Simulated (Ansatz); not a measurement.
RbCl (rock salt, Fm-3m), DFT-PBEsol in the program Ansatz with PAW potentials: ε∞ = 2.39, cell volume 70.02 Å³. Infrared-active transverse modes:

```
ω_TO (cm⁻¹)  oscillator strength S_xx (e²/amu)
-----------  ---------------------------------
112.9                                  0.05421
```

Q: Compute the static dielectric constant.

A: Each mode adds (4.921e7/V) S/ω²: 2.99. So ε0 = 5.38.

Q: What LO frequency does the Lyddane–Sachs–Teller relation give?

A: ω_LO = ω_TO √(ε0/ε∞) = 169 cm⁻¹.

Symmetry was held in the PBEsol relaxation; of distortions, only those at the zone centre were tested. Spin–orbit coupling is left out wherever it is not named.

Potentials: the later of the program's two PAW sets.
